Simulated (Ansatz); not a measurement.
**K2MnS2 (Ibam): exchange between two sublattices**

Computed with Ansatz (plane waves, PAW): PBEsol+U, U_eff = 3.0 eV (Dudarev form) on Mn d, fully localised double counting, scalar-relativistic datasets, 420 eV, PAW set soft_2 (made for PBE), 4×4×4 mesh, Gaussian smearing of 0.05 eV.

```yaml
crystal:
  lattice:
    - [-3.46600, 6.31800, 3.08950]
    - [3.46600, -6.31800, 3.08950]
    - [3.46600, 6.31800, -3.08950]
  atoms:
    - { symbol: K, position: [0.14780, 0.34500, 0.49280] }
    - { symbol: K, position: [0.85220, 0.65500, 0.50720] }
    - { symbol: K, position: [0.35220, 0.84500, 0.19720] }
    - { symbol: K, position: [0.64780, 0.15500, 0.80280] }
    - { symbol: Mn, position: [0.25000, 0.25000, 0.00000] }
    - { symbol: Mn, position: [0.75000, 0.75000, 0.00000] }
    - { symbol: S, position: [0.89650, 0.19530, 0.09180] }
    - { symbol: S, position: [0.10350, 0.80470, 0.90820] }
    - { symbol: S, position: [0.60350, 0.69530, 0.29880] }
    - { symbol: S, position: [0.39650, 0.30470, 0.70120] }
```

The structure is that of a cell as deposited in COD, unrelaxed.

Cell and atoms stay fixed; no spin–orbit coupling. The cell holds two magnetic ions, atoms 5 and 6, and the lowest free states with their moments parallel and opposed are compared.

**Question.** Which order lies lower, by how much, and what else changes?

**Answer.** The opposed one, by 30.5 meV/atom (152 meV per magnetic ion). Parallel: gap 1.90 eV, moments Mn 4.22; S 0.06 μB (cell 10.00 μB), pressure 0.0 GPa. Opposed: gap 2.51 eV, moments Mn 4.15, -4.15 μB, pressure -0.7 GPa.

Both states fill the shells alike (parallel: Mn 5↑ 0↓, 5.35 e; opposed: Mn 5↑ 0↓, 5.39 e; Mn 0↑ 5↓, 5.39 e; their occupation matrices agree within 0.03, spins exchanged on the turned ion), so they differ in the order of the moments and not in the filling. A natural orbital (eigenvector of a shell's occupation matrix) is counted as filled above 0.75 (0.9 in a metal) and as partly filled from 0.35 up to that; ↑ and ↓ are the spin channels. The gap is wider by 0.62 eV with opposed moments; with parallel ones the gaps within each spin are 1.90 and 2.94 eV. With spin off the cell lies 833.1 meV/atom from the lower state (gap zero (metallic)).

In the opposed pattern, atom 5 has 2 of its 2 magnetic neighbours at 3.09 Å, 0 of 2 at 6.18 Å, 0 of 2 at 6.93 Å, 4 of 4 at 7.21 Å turned against it; the energy difference holds only the couplings to turned neighbours.

Only these patterns were run; an order that needs another cell may lie lower. At this level the cell was started in 17 ways, of which 1 didn't converge. For metallic states the mesh is coarse, so energy differences carry some meV/atom. U wasn't fitted or computed for this material, so the results show what this U gives and needn't match the real solid. Gaps are Kohn–Sham gaps over the k-mesh alone and may be smaller between its points. Site moments are integrated in small spheres and here fall short of the shell's N↑ − N↓.
